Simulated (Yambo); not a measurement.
G0W0@LDA for ZrNBr (space group Pmmn, No. 59) in Yambo. Reference settings: 4×4×1 Γ-centred k mesh, bands 3 to 194 and a 7 Ry block in the screening, 194 bands in G with the Bruneval-Gonze terminator, plasmon pole fitted at 27.2 eV. The LDA gap Γ → Γ on this mesh is 1.74 eV; G0W0 gaps are taken between the same points.

The settings were changed. The gap went from 2.84 eV to 2.83 eV, and the shift of the valence edge from -0.10 eV to -0.01 eV.

Name the change that produced these shifts.
A. 49 bands in W, 49 bands in G, 2 Ry block
B. 151 bands in W, 151 bands in G, 6 Ry block
C. 49 bands in W, 49 bands in G, 4 Ry block
D. 49 bands in W, 49 bands in G, 3 Ry block

B, 151 bands in W, 151 bands in G, 6 Ry block. The others gave (gap, valence shift): 49 bands in W, 49 bands in G, 2 Ry block: 3.15, 0.35 eV; 49 bands in W, 49 bands in G, 3 Ry block: 3.04, 0.38 eV; 49 bands in W, 49 bands in G, 4 Ry block: 3.07, 0.34 eV.

Spin-orbit coupling is not included.

Geometry of the Materials Project entry, not relaxed at this level; primitive cell a = 3.620 Å, b = 4.119 Å, c = 9.022 Å, α = β = γ = 90.00°.

A shift is the quasiparticle energy of the state minus its LDA energy.

The distance between layers or molecules is the database entry's, not relaxed here. Functionals without dispersion can leave it too large, which widens gaps and weakens the response across layers: the numbers belong to this cell.
